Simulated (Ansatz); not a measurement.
Given:

Relaxed Ag (fcc, Cu type):

```
Ag
1.0
    0.00000     4.14857     4.14857
    2.07429     0.00000     2.07429
    2.07429     2.07429     0.00000
Ag
2
Direct
  0.00000   0.00000   0.00000
  0.50000   0.00000   0.00000
```

The atoms are displaced by Q × the pattern below (from a DFPT mode at L = (0.5, 0.0, 0.0), largest move 1; Q in Å), at fixed cell. (q is in reciprocal vectors of the primitive cell; the cell shown is doubled to hold the pattern.)

```tsv
atom	x	y	z
Ag1	0.577	-0.577	-0.577
Ag2	-0.577	0.577	0.577
```

Method: PBE (plane waves to 420 eV, PAW, scalar-relativistic; Ansatz, a first-principles code). k mesh 19×19×19 (Γ-centred), Fermi-Dirac smearing 0.05 eV. E stands for the smeared free energy. With partly filled bands, energies and forces of such displacements shift with the k mesh and the smearing. Ag was relaxed with its symmetry unable to fall. The zero of ΔE is the undisplaced structure.

The scan covers Q from -0.180 to 0.180 Å in 13 points.

Task: Which space group does the distorted structure have?

Result: R-3m (No. 166), lowered from Fm-3m.

Task: What is the energy change at Q = 0.180 Å?

Result: 363 meV/cell.

Task: What harmonic wavenumber does the curvature at Q = 0 give?

Result: 159 cm⁻¹.

(For displaced atoms, the force is minus the slope of the energy, and its curvature is a force constant, which sets phonon frequencies.)
